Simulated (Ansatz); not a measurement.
## Pressure against volume: PtPb

Space group P6_3/mmc (No. 194). a = 4.250 Å, b = 4.250 Å, c = 5.456 Å, α = 90.00°, β = 90.00°, γ = 120.00°
```tsv
atom	site	symmetry	x	y	z
Pt	2c	-6m2	0.3333	0.6667	0.2500
Pb	2a	-3m.	0.0000	0.0000	0.0000
```

The runs use the primitive cell with vectors (4.250, 0.000, 0.000), (-2.125, 3.681, 0.000), (0.000, 0.000, 5.456) Å, to which the k mesh refers.

The cell comes from COD entry 1522617, which wasn't checked; take it as a given geometry. It is an old determination, and later ones may differ.

No spin–orbit coupling, which matters for the heavy atoms here.

Methods: DFT, LDA, all-electron LAPW, scalar-relativistic (Ansatz 0.2.0); DFT, LDA, PAW with Ansatz's default frozen-core files, scalar-relativistic (Ansatz 0.2.0).

For LAPW: a Γ-centred 10×10×7 k mesh, Fermi–Dirac smearing of 0.05 eV, basis error target 0.5 meV/atom, no spin polarisation. PAW takes a cutoff of 420 eV at this cell (files made with PBE, cores remade for this functional). The Ansatz runs share mesh, smearing and spin set-up. Plane-wave (PAW) pressures include the program's estimate of the Pulay term.

The cell above is scaled evenly, with fractional coordinates and shape held.

| V/V(cell) | V (Å³/atom) | P, LAPW (GPa) | P, PAW (GPa) | free energy over the lowest listed, PAW (meV/atom) |
| --- | --- | --- | --- | --- |
| 0.9400 | 20.056 | 16.15 | 16.15 | 112.5 |
| 0.9600 | 20.483 | 12.56 | 12.56 | 74.4 |
| 0.9800 | 20.910 | 9.36 | 9.37 | 45.3 |
| 0.9900 | 21.123 | 7.91 | 7.91 | 33.8 |
| 1.0000 | 21.336 | 6.54 | 6.54 | 24.2 |
| 1.0100 | 21.550 | 5.25 | 5.25 | 16.3 |
| 1.0200 | 21.763 | 4.04 | 4.05 | 10.1 |
| 1.0400 | 22.190 | 1.85 | 1.86 | 2.3 |
| 1.0600 | 22.617 | -0.07 | -0.07 | 0.0 |

(1) What do Birch–Murnaghan fits to the pressures give?

Answers

(1) LAPW: V0 = 22.60 Å³/atom, B0 = 97 GPa, B0′ = 5.6; PAW: V0 = 22.60 Å³/atom, B0 = 97 GPa, B0′ = 5.6.
